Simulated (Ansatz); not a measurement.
ZrOs (CsCl type, Pm-3m), r²SCAN in the plane-wave PAW code Ansatz, all energies at zero smearing, with the estimated change up to a 700 eV cutoff added, with one set of potentials and settings (totals compare only within such a set). Cell of 2 atoms (1 Zr, 1 Os): -15593.929 eV.

| element | reference phase | E (eV/atom) |
|---|---|---|
| Zr | P6_3/mmc, 2 atoms in the cell | -4195.0260 |
| Os | P6_3/mmc, 2 atoms in the cell | -11397.6334 |

Formation energy per atom, worked out: (-15593.929 − 1×(-4195.0260) − 1×(-11397.6334))/2 = -0.635 eV/atom (-61 kJ per mol of atoms), at 0 K, without zero-point energy or fitted corrections.

The workflow started from a Materials Project entry (that database holds measured and hypothetical structures alike); the Crystallography Open Database files this formula in space group No. 221, but the cells were not matched. Its standing as an ambient phase is unchecked. The r²SCAN relaxation kept the symmetry of its start; whether a distortion lowers the energy is not shown. No spin polarisation was allowed. The references are the lowest solids computed at this level, not always the standard phases. Scalar-relativistic: spin–orbit coupling is off unless named, which matters more the heavier the elements.

Potentials: the later of the program's two PAW sets.
